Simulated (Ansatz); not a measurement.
InMo$_{2}$N:
```
InMo2N
1.0
    3.17715     0.00000     0.00000
   -1.58858     2.75149     0.00000
    0.00000     0.00000    13.26394
In Mo N
2 4 2
Direct
  0.33333   0.66667   0.75000
  0.66667   0.33333   0.25000
  0.33333   0.66667   0.07566
  0.66667   0.33333   0.57566
  0.66667   0.33333   0.92434
  0.33333   0.66667   0.42434
  0.00000   0.00000   0.00000
  0.00000   0.00000   0.50000
```

Relaxed with PBEsol. Special points in fractions of this cell's reciprocal vectors: Γ (0.000, 0.000, 0.000); M (0.500, 0.000, 0.000); K (0.333, 0.333, 0.000); A (0.000, 0.000, 0.500); L (0.500, 0.000, 0.500); H (0.333, 0.333, 0.500).

List the band energies nearest the Fermi level at these points for PBEsol (plane waves, PAW; program Ansatz).

In eV from the Fermi level; about four levels below and three above (degenerate sets whole), none deeper than 8.9 eV; points with the same levels are listed once.

```json
[
 {"k": "Γ", "below": "-0.20 -0.20 -0.06 -0.06", "above": "1.03 1.09 1.37 1.37"},
 {"k": "M", "below": "-2.41 -0.16 -0.12 -0.05", "above": "0.43 0.57 0.82"},
 {"k": "K", "below": "-0.83 -0.83 -0.50 -0.50 -0.14", "above": "0.88 1.57 1.57"},
 {"k": "A", "below": "-0.13 -0.13 -0.13 -0.13", "above": "1.04 1.04 1.38 1.38 1.38 1.38"},
 {"k": "L", "below": "-2.47 -2.47 -0.12 -0.12", "above": "0.02 0.02 0.63 0.63"},
 {"k": "H", "below": "-1.57 -1.57 -1.25 -1.25", "above": "0.07 0.07 1.09 1.09"}
]
```

Space group P6_3/mmc. The start of the workflow was typed in or built on a structure type; neither database checked (COD, Materials Project) lists it. Its standing as an ambient phase is unchecked. The cell was relaxed with PBEsol under the symmetry of its start. At this level the phase is mechanically unstable. The workflow began spin-polarised and lost its moments. Scalar-relativistic: spin–orbit coupling is off unless named, which matters more the heavier the elements.

Potentials: the later of the program's two PAW sets.
